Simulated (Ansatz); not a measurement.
**Two states of CuSnF$_{6}$**

```xyz
8
Lattice="5.4474 0.0000 0.0000 -2.2414 4.5292 0.0000 -0.2291 -3.0382 4.2260" Properties=species:S:1:pos:R:3 pbc="T T T"
F     3.6107   -2.1119    3.6808
F    -0.6337    3.6028    0.5452
F     1.9903    3.1594    1.1241
F     0.9866   -1.6685    3.1019
Sn    2.6092   -1.5191    2.1130
Cu    0.0000    0.0000    0.0000
F     0.1645    1.1451    1.5383
F     2.8125    0.3458    2.6877
```

Single point in Ansatz 0.2.0 with r2SCAN. Cutoff 500 eV, PAW datasets, 4×5×4 Γ-centred k mesh, fermi-dirac filling (width 0.1 eV).

State A: Cu6 up (collinear spin). State B: no moments (collinear spin).

Q: Compare the two self-consistent states.

A: State A is lower by 80.3 meV an atom at zero smearing; in free energy at this smearing B lies +70.2 meV an atom from A.

```tsv
state	free energy (meV/atom)	largest moment in a small sphere (μB)	net moment (μB/cell)	gap on mesh (eV)	pressure (GPa)	largest force (eV/Å)
A	0.0	0.81	1.00	0.85	5.5	0.81
B	70.2	0.00	0.00	metal	5.8	1.04
```

Origin: a database entry at a rescaled volume. Caveats: an odd or shifted mesh can miss the band edges, so this level's true gap may be smaller; no spin-orbit coupling, which can shift this gap by tenths of an eV; the input typed no starting moments; the Fermi level lies in a narrow band between gaps, which spin or distortion may split; an odd electron count with no moments left, so an order that this cell can't hold may lie lower; the k mesh is coarse if the cell is a metal.
